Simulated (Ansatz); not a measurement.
A geometry of Ir away from equilibrium: the start of the relaxation of a relaxed Ir cell shaken by Gaussian noise of σ = 0.08 Å a coordinate. The numbers are results of r2SCAN (plane waves to 500 eV, PAW, scalar-relativistic; Ansatz, an electronic-structure program), not measurements. Γ-centred k-mesh 7×7×7 on the run's cell (coarser than for final values), Fermi–Dirac smearing 0.05 eV.

```xyz
8
Lattice="4.9109 0.0000 0.0000 0.0000 4.9109 0.0000 0.0000 0.0000 4.9109" Properties=species:S:1:pos:R:3 pbc="T T T"
Ir     0.8905     0.6485     0.7530
Ir     3.0830     1.5910     4.0801
Ir     4.2978     3.1932     1.7093
Ir     1.7903     4.1171     3.0161
Ir     4.2385     4.1694     4.2329
Ir     1.6935     3.2299     0.6850
Ir     0.7693     1.7351     3.3398
Ir     3.3301     0.6832     1.6607
```

**Question.** Which atoms carry the largest force, and which way does it point?

**Answer.** 3.38 eV/Å, on Ir6 (atoms numbered as listed); on Ir6 its components are (1.78, -2.19, -1.85).

**Question.** What is the pressure?

**Answer.** +5.0 GPa, compression positive.

**Question.** How much energy per atom can still be gained by relaxing?

**Answer.** 0.30 eV/atom; the path ends in P2₁/c (No. 14).

No spin polarisation in the result.

The end of the path is a generated cell of Ir: the first start was made by placing the elements on the sites of a structure type, and the end was not matched to a known phase here, so it may be hypothetical. Known forms of Ir include space group No. 225.
